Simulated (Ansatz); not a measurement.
**K2Cd4AuO2 in Ansatz, relaxation**

Input:

```yaml
crystal:
  lattice:
    - [-3.431979, 3.431979, 4.296111]
    - [3.431979, -3.431979, 4.296111]
    - [3.431979, 3.431979, -4.296111]
  atoms:
    - { symbol: Au, position: [0.0, 0.0, 0.0] }
    - { symbol: O, position: [0.212, 0.212, 0.0] }
    - { symbol: O, position: [0.788, 0.788, 0.0] }
    - { symbol: K, position: [0.75, 0.25, 0.5] }
    - { symbol: K, position: [0.25, 0.75, 0.5] }
    - { symbol: Cd, position: [0.23, 0.23, 0.46] }
    - { symbol: Cd, position: [0.23, 0.77, 0.0] }
    - { symbol: Cd, position: [0.77, 0.77, 0.54] }
    - { symbol: Cd, position: [0.77, 0.23, 0.0] }
  symmetry: { tolerance: 0.0003 }
kpoints:
  mp_grid: { grid: [5, 5, 5], shift: [0, 0, 0] }
magnetization:
  spin_polarized: false
scf:
  occupations: { method: methfessel_paxton, width: 0.0973 }
  lower_state_search: "off"
hamiltonian:
  pseudopotentials: { kind: paw }
  xc: pbe
basis:
  ecutwfc: 420
  fft_grid_basis: typed
relax:
  max_steps: 80
  cell: { p_target: 0.0 }
output:
  forces: true
  stress: true
  eigenvalues: true
  bader: true
  populations: true
  elf: true
  write_potential: true
  volumetric_format: npy
  dos:
    e_range: [-12, 8]
    de: 0.05
    projected: { site_lists: { Au: [Au], Cd: [Cd], K: [K], O: [O] } }
checkpoint:
  read: saved_state
```

The command:

```bash
ansatz run input.yaml --threads 2 --pin off --max-ram 3584MiB --backend cpu --events-out ev --progress --plain --runs-dir out
```

Origin of the cell: a known structure type with other elements, at an estimated volume, so it need not be a known compound.

The saved state is a converged single point of the same cell.

Steps («new basis» is an SCF on plane waves selected anew at the same cell):

| step | ΔF (meV/atom) | max force component (eV/Å) | P (GPa) | volume (Å³) | SCF iterations | step was |
| --- | --- | --- | --- | --- | --- | --- |
| 1 | 0.0 | 6.295 | 28.02 | 202.41 | 6 | accepted |
| 2 | -690.0 | 2.300 | 8.92 | 214.92 | 7 | accepted |
| 3 | -890.2 | 1.235 | 3.91 | 215.73 | 7 | accepted |
| 4 | -993.6 | 0.218 | 2.26 | 209.97 | 7 | accepted |
| 5 | -1004.3 | 0.084 | 0.61 | 219.00 | 7 | accepted |
| 6 | -1004.8 | 0.095 | -0.17 | 224.51 | 7 | accepted |
| 7 | -1005.1 | 0.057 | -0.05 | 223.94 | 5 | accepted |
| 8 | -1005.1 | 0.009 | 0.02 | 223.94 | 5 | accepted |
| 9 | -1018.0 | 0.021 | 0.72 | 223.94 | 8 | new basis |
| 10 | -1025.0 | 0.082 | 0.54 | 230.44 | 7 | accepted |
| 11 | -1030.3 | 0.065 | 0.35 | 237.71 | 6 | accepted |
| 12 | -1030.7 | 0.073 | 0.10 | 244.86 | 6 | accepted |
| 13 | -1030.7 | 0.020 | -0.11 | 244.80 | 5 | accepted |
| 14 | -1030.9 | 0.006 | 0.00 | 244.14 | 6 | accepted |
| 15 | -1035.6 | 0.021 | 0.11 | 244.14 | 9 | new basis |
| 16 | -1036.3 | 0.005 | 0.08 | 247.42 | 6 | accepted |
| 17 | -1036.4 | 0.024 | 0.02 | 252.28 | 7 | accepted |
| 18 | -1036.4 | 0.008 | 0.01 | 252.20 | 6 | accepted |
| 19 | -1037.3 | 0.008 | 0.01 | 252.20 | 8 | new basis |

Step 1, with forces in eV/Å:

```xyz
9
Lattice="-3.432 3.432 4.296 3.432 -3.432 4.296 3.432 3.432 -4.296" Properties=species:S:1:pos:R:3:forces:R:3 pbc="T T T" step=1
Au    0.000    0.000    0.000    0.000    0.000    0.000
O     0.000    0.000    1.822    0.000    0.000    6.295
O     0.000    0.000    6.771    0.000    0.000   -6.295
K     0.000    3.432    2.148    0.000    0.000    0.000
K     3.432    0.000    2.148    0.000    0.000    0.000
Cd    1.579    1.579    0.000    6.151    6.151    0.000
Cd    1.853   -1.853    4.296   -6.151    6.151    0.000
Cd    1.853    1.853    4.296   -6.151   -6.151    0.000
Cd   -1.853    1.853    4.296    6.151   -6.151    0.000
```

Step 2, with forces in eV/Å:

```xyz
9
Lattice="-3.504 3.504 4.375 3.504 -3.504 4.375 3.504 3.504 -4.375" Properties=species:S:1:pos:R:3:forces:R:3 pbc="T T T" step=2
Au    0.000    0.000    0.000    0.000    0.000    0.000
O     0.000    0.000    1.931    0.000    0.000    2.300
O     0.000    0.000    6.819    0.000    0.000   -2.300
K     0.000    3.504    2.188    0.000    0.000    0.000
K     3.504    0.000    2.188    0.000    0.000    0.000
Cd    1.753    1.753    0.000    2.146    2.146    0.000
Cd    1.752   -1.752    4.375   -2.146    2.146    0.000
Cd    1.752    1.752    4.375   -2.146   -2.146    0.000
Cd   -1.752    1.752    4.375    2.146   -2.146    0.000
```

Step 3, with forces in eV/Å:

```xyz
9
Lattice="-3.430 3.430 4.584 3.430 -3.430 4.584 3.430 3.430 -4.584" Properties=species:S:1:pos:R:3:forces:R:3 pbc="T T T" step=3
Au    0.000    0.000    0.000    0.000    0.000    0.000
O     0.000    0.000    1.996    0.000    0.000    0.962
O     0.000    0.000    7.173    0.000    0.000   -0.962
K     0.000    3.430    2.292    0.000    0.000    0.000
K     3.430    0.000    2.292    0.000    0.000    0.000
Cd    1.833    1.833    0.000    1.235    1.235    0.000
Cd    1.597   -1.597    4.584   -1.235    1.235    0.000
Cd    1.597    1.597    4.584   -1.235   -1.235    0.000
Cd   -1.597    1.597    4.584    1.235   -1.235    0.000
```

Step 5, with forces in eV/Å:

```xyz
9
Lattice="-3.330 3.330 4.938 3.330 -3.330 4.938 3.330 3.330 -4.938" Properties=species:S:1:pos:R:3:forces:R:3 pbc="T T T" step=5
Au    0.000    0.000    0.000    0.000    0.000    0.000
O     0.000    0.000    2.060    0.000    0.000   -0.084
O     0.000    0.000    7.816    0.000    0.000    0.084
K     0.000    3.330    2.469    0.000    0.000    0.000
K     3.330    0.000    2.469    0.000    0.000    0.000
Cd    1.927    1.927    0.000    0.019    0.019    0.000
Cd    1.403   -1.403    4.938   -0.019    0.019    0.000
Cd    1.403    1.403    4.938   -0.019   -0.019    0.000
Cd   -1.403    1.403    4.938    0.019   -0.019    0.000
```

Step 6, with forces in eV/Å:

```xyz
9
Lattice="-3.349 3.349 5.005 3.349 -3.349 5.005 3.349 3.349 -5.005" Properties=species:S:1:pos:R:3:forces:R:3 pbc="T T T" step=6
Au    0.000    0.000    0.000    0.000    0.000    0.000
O     0.000    0.000    2.055    0.000    0.000   -0.095
O     0.000    0.000    7.955    0.000    0.000    0.095
K     0.000    3.349    2.503    0.000    0.000    0.000
K     3.349    0.000    2.503    0.000    0.000    0.000
Cd    1.932    1.932    0.000    0.052    0.052    0.000
Cd    1.417   -1.417    5.005   -0.052    0.052    0.000
Cd    1.417    1.417    5.005   -0.052   -0.052    0.000
Cd   -1.417    1.417    5.005    0.052   -0.052    0.000
```

Step 7, with forces in eV/Å:

```xyz
9
Lattice="-3.344 3.344 5.007 3.344 -3.344 5.007 3.344 3.344 -5.007" Properties=species:S:1:pos:R:3:forces:R:3 pbc="T T T" step=7
Au    0.000    0.000    0.000    0.000    0.000    0.000
O     0.000    0.000    2.052    0.000    0.000   -0.057
O     0.000    0.000    7.961    0.000    0.000    0.057
K     0.000    3.344    2.503    0.000    0.000    0.000
K     3.344    0.000    2.503    0.000    0.000    0.000
Cd    1.935    1.935    0.000   -0.002   -0.002    0.000
Cd    1.409   -1.409    5.007    0.002   -0.002    0.000
Cd    1.409    1.409    5.007    0.002    0.002    0.000
Cd   -1.409    1.409    5.007   -0.002    0.002    0.000
```

Step 9, with forces in eV/Å:

```xyz
9
Lattice="-3.347 3.347 4.999 3.347 -3.347 4.999 3.347 3.347 -4.999" Properties=species:S:1:pos:R:3:forces:R:3 pbc="T T T" step=9
Au    0.000    0.000    0.000    0.000    0.000    0.000
O     0.000    0.000    2.046    0.000    0.000    0.021
O     0.000    0.000    7.952    0.000    0.000   -0.021
K     0.000    3.347    2.500    0.000    0.000    0.000
K     3.347    0.000    2.500    0.000    0.000    0.000
Cd    1.936    1.936    0.000    0.004    0.004    0.000
Cd    1.410   -1.410    4.999   -0.004    0.004    0.000
Cd    1.410    1.410    4.999   -0.004   -0.004    0.000
Cd   -1.410    1.410    4.999    0.004   -0.004    0.000
```

Step 10, with forces in eV/Å:

```xyz
9
Lattice="-3.339 3.339 5.167 3.339 -3.339 5.167 3.339 3.339 -5.167" Properties=species:S:1:pos:R:3:forces:R:3 pbc="T T T" step=10
Au    0.000    0.000    0.000    0.000    0.000    0.000
O     0.000    0.000    2.037    0.000    0.000    0.082
O     0.000    0.000    8.298    0.000    0.000   -0.082
K     0.000    3.339    2.584    0.000    0.000    0.000
K     3.339    0.000    2.584    0.000    0.000    0.000
Cd    1.927    1.927    0.000    0.008    0.008    0.000
Cd    1.412   -1.412    5.167   -0.008    0.008    0.000
Cd    1.412    1.412    5.167   -0.008   -0.008    0.000
Cd   -1.412    1.412    5.167    0.008   -0.008    0.000
```

Step 11, with forces in eV/Å:

```xyz
9
Lattice="-3.325 3.325 5.376 3.325 -3.325 5.376 3.325 3.325 -5.376" Properties=species:S:1:pos:R:3:forces:R:3 pbc="T T T" step=11
Au    0.000    0.000    0.000    0.000    0.000    0.000
O     0.000    0.000    2.035    0.000    0.000    0.065
O     0.000    0.000    8.718    0.000    0.000   -0.065
K     0.000    3.325    2.688    0.000    0.000    0.000
K     3.325    0.000    2.688    0.000    0.000    0.000
Cd    1.915    1.915    0.000    0.014    0.014    0.000
Cd    1.410   -1.410    5.376   -0.014    0.014    0.000
Cd    1.410    1.410    5.376   -0.014   -0.014    0.000
Cd   -1.410    1.410    5.376    0.014   -0.014    0.000
```

Step 12, with forces in eV/Å:

```xyz
9
Lattice="-3.317 3.317 5.564 3.317 -3.317 5.564 3.317 3.317 -5.564" Properties=species:S:1:pos:R:3:forces:R:3 pbc="T T T" step=12
Au    0.000    0.000    0.000    0.000    0.000    0.000
O     0.000    0.000    2.033    0.000    0.000    0.073
O     0.000    0.000    9.096    0.000    0.000   -0.073
K     0.000    3.317    2.782    0.000    0.000    0.000
K     3.317    0.000    2.782    0.000    0.000    0.000
Cd    1.907    1.907    0.000    0.013    0.013    0.000
Cd    1.410   -1.410    5.564   -0.013    0.013    0.000
Cd    1.410    1.410    5.564   -0.013   -0.013    0.000
Cd   -1.410    1.410    5.564    0.013   -0.013    0.000
```

Step 15, with forces in eV/Å:

```xyz
9
Lattice="-3.321 3.321 5.534 3.321 -3.321 5.534 3.321 3.321 -5.534" Properties=species:S:1:pos:R:3:forces:R:3 pbc="T T T" step=15
Au    0.000    0.000    0.000    0.000    0.000    0.000
O     0.000    0.000    2.039    0.000    0.000   -0.021
O     0.000    0.000    9.028    0.000    0.000    0.021
K     0.000    3.321    2.767    0.000    0.000    0.000
K     3.321    0.000    2.767    0.000    0.000    0.000
Cd    1.911    1.911    0.000    0.003    0.003    0.000
Cd    1.410   -1.410    5.534   -0.003    0.003    0.000
Cd    1.410    1.410    5.534   -0.003   -0.003    0.000
Cd   -1.410    1.410    5.534    0.003   -0.003    0.000
```

Step 17, with forces in eV/Å:

```xyz
9
Lattice="-3.312 3.312 5.750 3.312 -3.312 5.750 3.312 3.312 -5.750" Properties=species:S:1:pos:R:3:forces:R:3 pbc="T T T" step=17
Au    0.000    0.000    0.000    0.000    0.000    0.000
O     0.000    0.000    2.033    0.000    0.000    0.024
O     0.000    0.000    9.467    0.000    0.000   -0.024
K     0.000    3.312    2.875    0.000    0.000    0.000
K     3.312    0.000    2.875    0.000    0.000    0.000
Cd    1.903    1.903    0.000    0.014    0.014    0.000
Cd    1.409   -1.409    5.750   -0.014    0.014    0.000
Cd    1.409    1.409    5.750   -0.014   -0.014    0.000
Cd   -1.409    1.409    5.750    0.014   -0.014    0.000
```

Step 19, with forces in eV/Å:

```xyz
9
Lattice="-3.310 3.310 5.754 3.310 -3.310 5.754 3.310 3.310 -5.754" Properties=species:S:1:pos:R:3:forces:R:3 pbc="T T T" step=19
Au    0.000    0.000    0.000    0.000    0.000    0.000
O     0.000    0.000    2.035    0.000    0.000   -0.002
O     0.000    0.000    9.474    0.000    0.000    0.002
K     0.000    3.310    2.877    0.000    0.000    0.000
K     3.310    0.000    2.877    0.000    0.000    0.000
Cd    1.904    1.904    0.000   -0.008   -0.008    0.000
Cd    1.406   -1.406    5.754    0.008   -0.008    0.000
Cd    1.406    1.406    5.754    0.008    0.008    0.000
Cd   -1.406    1.406    5.754   -0.008    0.008    0.000
```

```
Free energy lowered by                                                                 : 1037.3 meV/atom
Volume change                                                                          : 24.60 %
Final pressure                                                                         : 0.01 GPa
Relaxation steps listed                                                                : 19
Formation energy (elements under the same functional, gases as molecules, uncorrected) : -0.184 eV/atom
```

Caveats: no moments, though an odd count or open d shells may carry them; no spin-orbit coupling, though heavy elements are present; the given cell is far from equilibrium, with atoms too close or a volume far off; the relaxation held the start's symmetry, so the end may be a saddle point.

The run took 3.9 min on 2 threads of Arm Neoverse V1 (shared host), peak memory 0.68 GiB, from a saved density.
